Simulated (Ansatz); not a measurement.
Input:

H₄BrN:
```cif
data_H8Br2N2
_chemical_formula_sum 'H8 Br2 N2'
_space_group_name_H-M_alt 'P4/nmm :1'
_space_group_IT_number 129
_space_group_name_Hall 'P 4ab 2ab -1ab'
_cell_length_a 5.53356
_cell_length_b 5.53356
_cell_length_c 3.94849
_cell_angle_alpha 90.000
_cell_angle_beta 90.000
_cell_angle_gamma 90.000
loop_
_space_group_symop_operation_xyz
  'x, y, z'
  '-y+1/2, x+1/2, z'
  '-x, -y, z'
  'y+1/2, -x+1/2, z'
  'x+1/2, -y+1/2, -z'
  '-y, -x, -z'
  '-x+1/2, y+1/2, -z'
  'y, x, -z'
  '-x+1/2, -y+1/2, -z'
  'y, -x, -z'
  'x+1/2, y+1/2, -z'
  '-y, x, -z'
  '-x, y, z'
  'y+1/2, x+1/2, z'
  'x, -y, z'
  '-y+1/2, -x+1/2, z'
loop_
_atom_site_label
_atom_site_type_symbol
_atom_site_symmetry_multiplicity
_atom_site_Wyckoff_symbol
_atom_site_fract_x
_atom_site_fract_y
_atom_site_fract_z
_atom_site_occupancy
H1 H 8 i 0.15529 0.00000 0.15323 1
Br1 Br 2 c 0.50000 0.00000 0.46914 1
N1 N 2 a 0.00000 0.00000 0.00000 1
```

This is the LDA-relaxed structure.

All from LDA in the plane-wave PAW code Ansatz, unless another level is named. Estimate the Born charges (a third of the trace).

H +0.59, Br -1.21, N -1.15 e.

Next, the electronic dielectric constant ε∞ (DFPT)?

3.31 (xx = yy), 3.19 (zz).

Predict the static dielectric constant ε0 (ions relaxed, cell fixed).

6.31 (xx = yy), 5.27 (zz).

The workflow started from a Materials Project entry (that database holds measured and hypothetical structures alike); the Crystallography Open Database files this formula in space group No. 129, but the cells were not matched. Its standing as an ambient phase is unchecked. Symmetry was held in the LDA relaxation; phonons on a q-mesh show no instability. A crystal of weakly bound molecules computed without a dispersion correction: the cell and the soft elastic constants depend strongly on that. Scalar-relativistic: spin–orbit coupling is off unless named, which matters more the heavier the elements.

Potentials: the later of the program's two PAW sets.
